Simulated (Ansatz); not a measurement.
One starting cell of CoSi₂ (a generated cell, CoSi2 placed in the AFLOW prototype AB2_cP12_205_a_c (C2, as in FeS2)) was relaxed twice with Ansatz (plane waves, PAW, scalar-relativistic): with r2SCAN at 500 eV and with PBE at 420 eV. The r2SCAN result:

```cif
data_Co4Si8
_chemical_formula_sum 'Co4 Si8'
_space_group_name_H-M_alt 'Fm-3m'
_space_group_IT_number 225
_space_group_name_Hall '-F 4 2 3'
_cell_length_a 5.31469
_cell_length_b 5.31469
_cell_length_c 5.31469
_cell_angle_alpha 90.000
_cell_angle_beta 90.000
_cell_angle_gamma 90.000
loop_
_atom_site_label
_atom_site_type_symbol
_atom_site_symmetry_multiplicity
_atom_site_Wyckoff_symbol
_atom_site_fract_x
_atom_site_fract_y
_atom_site_fract_z
_atom_site_occupancy
Co1 Co 4 a 0.00000 0.00000 0.00000 1
Si1 Si 8 c 0.25000 0.25000 0.25000 1
```
(The calculation used a cell of 3 atoms; values per cell refer to that cell.)

```json
[
 {"quantity": "space group", "r2SCAN": "Fm-3m", "PBE": "Fm-3m"},
 {"quantity": "volume (Å³/atom)", "r2SCAN": "12.51", "PBE": "?"},
 {"quantity": "a (Å)", "r2SCAN": "5.315", "PBE": "?"},
 {"quantity": "gap (eV, no spin-orbit coupling)", "r2SCAN": "0.00", "PBE": "?"}
]
```

Task: Fill in the PBE column.

Result: 
- volume (Å³/atom), PBE: 12.84
- a (Å), PBE: 5.360
- gap (eV, no spin-orbit coupling), PBE: 0.00

Both levels end in the same structure; PBE's volume is 2.6 % larger. Neither column is exact.

No spin polarisation in the result. The relaxed primitive cell holds an odd number of electrons. A magnetic state may lie lower.

The run could not lose the symmetry of its start.

The first start was generated by placing the elements on the sites of a structure type. A measured structure of CoSi2 has the same space group, Fm-3m (No. 225); the sites were not compared with it.

Ansatz is an electronic-structure program.
